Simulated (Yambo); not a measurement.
Absorption of a free-standing CaI₂ monolayer (symmetry P-3m1, slab cell 16.5 Å high) with and without the electron-hole interaction (Yambo, PBEsol bands; 12×12×1 mesh, 6 valence and 9 conduction bands, static screening with 66 bands and a 3 Ry block, scissor 3.20 eV, Tamm-Dancoff, stochastic integration of W near q = 0; field along x).

```json
[
 {"E (eV)": "4.87", "Im α, BSE (Å)": "0.16", "Im α, independent quasiparticles (Å)": "0.03"},
 {"E (eV)": "4.97", "Im α, BSE (Å)": "0.19", "Im α, independent quasiparticles (Å)": "0.03"},
 {"E (eV)": "5.07", "Im α, BSE (Å)": "0.22", "Im α, independent quasiparticles (Å)": "0.03"},
 {"E (eV)": "5.17", "Im α, BSE (Å)": "0.27", "Im α, independent quasiparticles (Å)": "0.03"},
 {"E (eV)": "5.27", "Im α, BSE (Å)": "0.35", "Im α, independent quasiparticles (Å)": "0.03"},
 {"E (eV)": "5.37", "Im α, BSE (Å)": "0.45", "Im α, independent quasiparticles (Å)": "0.03"},
 {"E (eV)": "5.47", "Im α, BSE (Å)": "0.63", "Im α, independent quasiparticles (Å)": "0.04"},
 {"E (eV)": "5.57", "Im α, BSE (Å)": "0.96", "Im α, independent quasiparticles (Å)": "0.04"},
 {"E (eV)": "5.67", "Im α, BSE (Å)": "1.65", "Im α, independent quasiparticles (Å)": "0.04"},
 {"E (eV)": "5.77", "Im α, BSE (Å)": "3.42", "Im α, independent quasiparticles (Å)": "0.04"},
 {"E (eV)": "5.87", "Im α, BSE (Å)": "8.17", "Im α, independent quasiparticles (Å)": "0.05"},
 {"E (eV)": "5.97", "Im α, BSE (Å)": "11.6", "Im α, independent quasiparticles (Å)": "0.05"},
 {"E (eV)": "6.07", "Im α, BSE (Å)": "4.98", "Im α, independent quasiparticles (Å)": "0.06"},
 {"E (eV)": "6.17", "Im α, BSE (Å)": "2.38", "Im α, independent quasiparticles (Å)": "0.06"},
 {"E (eV)": "6.27", "Im α, BSE (Å)": "1.62", "Im α, independent quasiparticles (Å)": "0.07"},
 {"E (eV)": "6.38", "Im α, BSE (Å)": "1.57", "Im α, independent quasiparticles (Å)": "0.08"},
 {"E (eV)": "6.48", "Im α, BSE (Å)": "2.00", "Im α, independent quasiparticles (Å)": "0.09"},
 {"E (eV)": "6.58", "Im α, BSE (Å)": "3.32", "Im α, independent quasiparticles (Å)": "0.10"},
 {"E (eV)": "6.68", "Im α, BSE (Å)": "4.98", "Im α, independent quasiparticles (Å)": "0.11"},
 {"E (eV)": "6.78", "Im α, BSE (Å)": "6.82", "Im α, independent quasiparticles (Å)": "0.13"},
 {"E (eV)": "6.88", "Im α, BSE (Å)": "4.71", "Im α, independent quasiparticles (Å)": "0.15"},
 {"E (eV)": "6.98", "Im α, BSE (Å)": "3.90", "Im α, independent quasiparticles (Å)": "0.18"},
 {"E (eV)": "7.08", "Im α, BSE (Å)": "4.97", "Im α, independent quasiparticles (Å)": "0.22"},
 {"E (eV)": "7.18", "Im α, BSE (Å)": "5.89", "Im α, independent quasiparticles (Å)": "0.29"},
 {"E (eV)": "7.28", "Im α, BSE (Å)": "5.02", "Im α, independent quasiparticles (Å)": "0.40"},
 {"E (eV)": "7.38", "Im α, BSE (Å)": "3.41", "Im α, independent quasiparticles (Å)": "0.61"},
 {"E (eV)": "7.48", "Im α, BSE (Å)": "2.67", "Im α, independent quasiparticles (Å)": "1.09"},
 {"E (eV)": "7.58", "Im α, BSE (Å)": "2.89", "Im α, independent quasiparticles (Å)": "2.34"},
 {"E (eV)": "7.68", "Im α, BSE (Å)": "2.56", "Im α, independent quasiparticles (Å)": "3.72"},
 {"E (eV)": "7.78", "Im α, BSE (Å)": "2.72", "Im α, independent quasiparticles (Å)": "4.20"},
 {"E (eV)": "7.88", "Im α, BSE (Å)": "3.12", "Im α, independent quasiparticles (Å)": "3.92"},
 {"E (eV)": "7.98", "Im α, BSE (Å)": "3.09", "Im α, independent quasiparticles (Å)": "3.34"},
 {"E (eV)": "8.08", "Im α, BSE (Å)": "2.73", "Im α, independent quasiparticles (Å)": "2.94"},
 {"E (eV)": "8.18", "Im α, BSE (Å)": "2.32", "Im α, independent quasiparticles (Å)": "2.42"},
 {"E (eV)": "8.28", "Im α, BSE (Å)": "2.15", "Im α, independent quasiparticles (Å)": "2.23"},
 {"E (eV)": "8.38", "Im α, BSE (Å)": "2.12", "Im α, independent quasiparticles (Å)": "2.03"},
 {"E (eV)": "8.48", "Im α, BSE (Å)": "2.18", "Im α, independent quasiparticles (Å)": "2.02"},
 {"E (eV)": "8.58", "Im α, BSE (Å)": "2.01", "Im α, independent quasiparticles (Å)": "2.20"},
 {"E (eV)": "8.68", "Im α, BSE (Å)": "1.76", "Im α, independent quasiparticles (Å)": "2.51"},
 {"E (eV)": "8.78", "Im α, BSE (Å)": "1.54", "Im α, independent quasiparticles (Å)": "2.85"},
 {"E (eV)": "8.89", "Im α, BSE (Å)": "1.34", "Im α, independent quasiparticles (Å)": "3.00"},
 {"E (eV)": "8.99", "Im α, BSE (Å)": "1.23", "Im α, independent quasiparticles (Å)": "3.37"},
 {"E (eV)": "9.09", "Im α, BSE (Å)": "1.32", "Im α, independent quasiparticles (Å)": "3.30"},
 {"E (eV)": "9.19", "Im α, BSE (Å)": "1.18", "Im α, independent quasiparticles (Å)": "3.57"},
 {"E (eV)": "9.29", "Im α, BSE (Å)": "1.23", "Im α, independent quasiparticles (Å)": "4.21"},
 {"E (eV)": "9.39", "Im α, BSE (Å)": "1.40", "Im α, independent quasiparticles (Å)": "4.46"},
 {"E (eV)": "9.49", "Im α, BSE (Å)": "1.40", "Im α, independent quasiparticles (Å)": "4.25"},
 {"E (eV)": "9.59", "Im α, BSE (Å)": "1.55", "Im α, independent quasiparticles (Å)": "3.78"},
 {"E (eV)": "9.69", "Im α, BSE (Å)": "1.45", "Im α, independent quasiparticles (Å)": "4.24"},
 {"E (eV)": "9.79", "Im α, BSE (Å)": "1.33", "Im α, independent quasiparticles (Å)": "4.34"},
 {"E (eV)": "9.89", "Im α, BSE (Å)": "1.19", "Im α, independent quasiparticles (Å)": "4.25"},
 {"E (eV)": "9.99", "Im α, BSE (Å)": "0.97", "Im α, independent quasiparticles (Å)": "4.26"},
 {"E (eV)": "10.09", "Im α, BSE (Å)": "0.93", "Im α, independent quasiparticles (Å)": "4.12"},
 {"E (eV)": "10.19", "Im α, BSE (Å)": "1.05", "Im α, independent quasiparticles (Å)": "4.05"},
 {"E (eV)": "10.29", "Im α, BSE (Å)": "1.18", "Im α, independent quasiparticles (Å)": "3.76"},
 {"E (eV)": "10.39", "Im α, BSE (Å)": "1.14", "Im α, independent quasiparticles (Å)": "3.48"},
 {"E (eV)": "10.49", "Im α, BSE (Å)": "0.99", "Im α, independent quasiparticles (Å)": "3.28"},
 {"E (eV)": "10.59", "Im α, BSE (Å)": "1.05", "Im α, independent quasiparticles (Å)": "2.99"},
 {"E (eV)": "10.69", "Im α, BSE (Å)": "0.96", "Im α, independent quasiparticles (Å)": "2.66"},
 {"E (eV)": "10.79", "Im α, BSE (Å)": "0.84", "Im α, independent quasiparticles (Å)": "2.27"},
 {"E (eV)": "10.89", "Im α, BSE (Å)": "0.72", "Im α, independent quasiparticles (Å)": "2.65"},
 {"E (eV)": "10.99", "Im α, BSE (Å)": "0.62", "Im α, independent quasiparticles (Å)": "2.26"},
 {"E (eV)": "11.09", "Im α, BSE (Å)": "0.53", "Im α, independent quasiparticles (Å)": "1.85"},
 {"E (eV)": "11.19", "Im α, BSE (Å)": "0.52", "Im α, independent quasiparticles (Å)": "1.70"},
 {"E (eV)": "11.29", "Im α, BSE (Å)": "0.46", "Im α, independent quasiparticles (Å)": "1.72"},
 {"E (eV)": "11.40", "Im α, BSE (Å)": "0.37", "Im α, independent quasiparticles (Å)": "1.94"}
]
```

The scissor comes from a G0W0 run whose convergence isn't established. Broadening 0.1 eV. The band window holds all transitions up to 11.4 eV. Fine structure above the onset can come from the mesh.

Without spin-orbit coupling, band edges of such heavy elements can be off by tenths of an eV.

Geometry relaxed with PBEsol; primitive cell a = b = 4.436 Å, c = 16.500 Å, α = β = 90.00°, γ = 120.00°.

This is a model layer cut from the bulk structure; whether it is stable on its own was not checked.
